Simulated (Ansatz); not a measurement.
Relaxed candidate structures of MoP:

A. P6₃mc (No. 186), hP12; a = b = 3.005 Å, c = 24.210 Å, α = β = 90.00°, γ = 120.00°; Mo 2a (0.000, 0.000, 0.487); Mo 2b (0.333, 0.667, 0.321); Mo 2b (0.667, 0.333, 0.154); P 2a (0.000, 0.000, 0.387); P 2b (0.333, 0.667, 0.220); P 2b (0.667, 0.333, 0.054)

B. P2₁3 (No. 198), cP8, AFLOW prototype AB_cP8_198_a_a (B20, as in FeSi); a = b = c = 4.7944 Å, α = β = γ = 90.00°; Mo 4a (0.125, 0.125, 0.125); P 4a (0.838, 0.838, 0.838)

C. P-6m2 (No. 187), hP2; a = b = 3.206 Å, c = 3.174 Å, α = β = 90.00°, γ = 120.00°; Mo 1a (0.000, 0.000, 0.000); P 1f (0.667, 0.333, 0.500)

D. Pm-3m (No. 221), cP2, CsCl type; a = b = c = 2.9745 Å, α = β = γ = 90.00°; Mo 1a (0.000, 0.000, 0.000); P 1b (0.500, 0.500, 0.500)

**Question.** Rank these by energy per atom (lowest first), as PBEsol (plane waves to 420 eV, PAW, scalar-relativistic; Ansatz, an electronic-structure program) gives it.

**Answer.** C (reference, the lowest of the structures calculated here), B (+0.19 eV/atom), D (+0.28 eV/atom), A (+0.66 eV/atom)

1 run with a doubtful electronic state, a coarser numerical grid, an end not at rest or a source that can't be used is left out. Each run could gain symmetry but not lose that of its start, so entries can be saddle points. All of these are generated cells (placed on structure types, drawn at random, substituted or restacked) that were not matched to a known phase here. The real structure of this composition may not be among these. Static energies at zero pressure. The runs use different k-meshes, so differences are rounded accordingly. No spin polarisation in the result.
